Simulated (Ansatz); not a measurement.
Core-level photoemission in CsPbBr₃

Cell: a Materials Project structure (computed, not necessarily an observed phase), repeated to a supercell; a hole's nearest image is 8.4 Å away.

Space group Pm-3m (No. 221); a = 5.9486 Å.

| site | Wyckoff | site symmetry | x | y | z |
| --- | --- | --- | --- | --- | --- |
| Cs1 | 1a | m-3m | 0.0000 | 0.0000 | 0.0000 |
| Pb3 | 1b | m-3m | 0.5000 | 0.5000 | 0.5000 |
| Br5 | 3c | 4/mm.m | 0.5000 | 0.5000 | 0.0000 |

One atom of each set is listed; the run and its k-mesh use a cell of 10 atoms with edges of 8.41, 8.41, 8.41 Å.

All values are calculated (Ansatz; DFT, PBE, plane waves and PAW, scalar-relativistic, 420 eV cutoff, Γ-centred 3×3×3 k-points, fixed occupations), not measured.

Each value is a total-energy difference between the cell with one core hole and the ground state (ΔSCF), counted from the top of the valence band. The valence electrons get no spin in the cell with the hole, so they can't polarise against the unpaired core electron; that puts absolute values high, by some tenths of an eV and in some cases by about 1 eV. The periodic images are corrected with the calculated ε∞ = 4.46.

Problem. Give the Cs 3d, Pb 4f, Br 3d lines of each distinct site.

Solution. 

| line | atom | first shell | E_B (eV) | j = l + ½ / j = l − ½ (eV) |
| --- | --- | --- | --- | --- |
| Cs 3d | 1 | 12 Br at 4.21 Å | 725.1 | 719.5 / 733.4 |
| Pb 4f | 3 | 6 Br at 2.97 Å | 138.3 | 136.3 / 141.1 |
| Br 3d | 5 | 2 Pb at 2.97 Å, angle 180° | 68.0 | 67.6 / 68.6 |

For p, d and f shells E_B is the weighted mean of the two lines, whose splitting comes from the free atom's Dirac orbitals.

The program doubts some values: the cell is too small to check the potential alignment. Absolute PBE values can be off by an eV or more, and the 3d and 4f lines of heavy atoms by several eV. Multiplets, satellites and widths aren't calculated.

This high-symmetry form of CsPbBr3 is unstable when cold, to tilts of the octahedra. The symmetry of the cell holds that distortion back, wholly or in part, and it would change the field gradients, the more the larger the distortion.
